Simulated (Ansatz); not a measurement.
# Field gradients of SnSe from run to run

Cell of run 1: a computed structure from the Materials Project (it need not be an observed phase), taken as it stands.

```cif
data_SnSe
_symmetry_space_group_name_H-M 'Pnma'
_symmetry_Int_Tables_number 62
_cell_length_a 11.6645
_cell_length_b 4.1263
_cell_length_c 4.7009
_cell_angle_alpha 90.000
_cell_angle_beta 90.000
_cell_angle_gamma 90.000
loop_
_atom_site_label
_atom_site_type_symbol
_atom_site_symmetry_multiplicity
_atom_site_Wyckoff_symbol
_atom_site_fract_x
_atom_site_fract_y
_atom_site_fract_z
Sn Sn 4 c 0.6188 0.7500 0.3766
Se Se 4 c 0.1486 0.2500 0.5092
```

One atom of each set is listed.

Relaxed positions (PBE, cell held):

Sn (0.6181, 0.7500, 0.3730)
Se (0.1457, 0.2500, 0.5227)

All runs are DFT with Ansatz 0.2.0 (plane waves and PAW, scalar-relativistic unless spin–orbit coupling is named, Γ-centred meshes, Fermi–Dirac smearing where given) in this cell.

Run 1: PBE, atoms as given; 420 eV, 3×8×7 k-points, smearing 0.01 eV.
Run 2: r2SCAN, atoms as given; 500 eV, 3×8×7 k-points, smearing 0.01 eV.
Run 3: PBE, atoms relaxed; 420 eV, 3×8×7 k-points, smearing 0.01 eV.
Run 4: r2SCAN, at the relaxed atoms; 500 eV, 3×8×7 k-points, smearing 0.01 eV.
Run 5: r2SCAN, atoms relaxed; 500 eV, 3×8×7 k-points, smearing 0.01 eV.

```tsv
run	Sn V_zz (η)	Se V_zz (η)
1	-10.70 (0.36)	-7.92 (0.06)
2	-11.90 (0.34)	-8.61 (0.05)
3	-9.84 (0.35)	-6.74 (0.17)
4	?	?
5	-11.82 (0.32)	-8.52 (0.03)
```

V_zz in 10²¹ V/m².

Problem. Estimate the row of run 4.

Solution. Sn: -11.04 (0.33); Se: -7.36 (0.14). It lies nearest to run 1, from whose tensors on these sites it differs by 1.13 at most (largest principal value of the difference, on Sn). Taken one at a time, the positions of the atoms (as given or relaxed) move the tensors on these sites by up to 1.55 (largest principal value of the change, on Se), the functional (r2SCAN with its higher cutoff) by 1.24 (Sn).

Without spin–orbit coupling (the program notes it for Sn) the gradients can shift somewhat, as the gap is small. With these PAW files V_zz is typically within 2 to 3 % of all-electron values, but misses above 10 % occur on Sn.
